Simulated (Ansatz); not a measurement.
# Ta2C: clamped-ion elastic tensor

All numbers below come from DFT LDA, scalar-relativistic, plane waves, PAW in Ansatz. Cutoff 420 eV, 18×18×10 k-points (Γ-centred), Fermi-Dirac smearing of 0.15 eV. No spin polarisation.

Relaxed structure:
```
CELL_PARAMETERS angstrom
3.07713 0.00000 0.00000
-1.53856 2.66487 0.00000
0.00000 0.00000 4.88815
ATOMIC_POSITIONS crystal
Ta 0.33333 0.66667 0.25308
Ta 0.66667 0.33333 0.74692
C 0.00000 0.00000 0.00000
```

In a metal, frequencies and elastic constants depend on the k mesh and the smearing, soft modes and shear constants most. Spin–orbit coupling is left out, which can shift energies with elements as heavy as these.

Task: Give the clamped-ion elastic constants (GPa, Voigt order xx yy zz yz xz xy, on the axes of the cell above).

Result:
C11 = 523.3, C12 = 188.2, C13 = 181.3, C14 = -56.9, C22 = 523.3, C23 = 181.3, C24 = 56.9, C33 = 563.0, C44 = 186.0, C55 = 186.0, C56 = -56.9, C66 = 167.6 GPa; the others vanish.

Task: And the moduli of a polycrystal (Hill averages)?

Result: B = 301 GPa, G = 171 GPa, E = 431 GPa, ν = 0.26.

Cost: 1 run of about 1.6 core-minutes, on Intel Xeon 6975P-C (Granite Rapids) (shared hosts).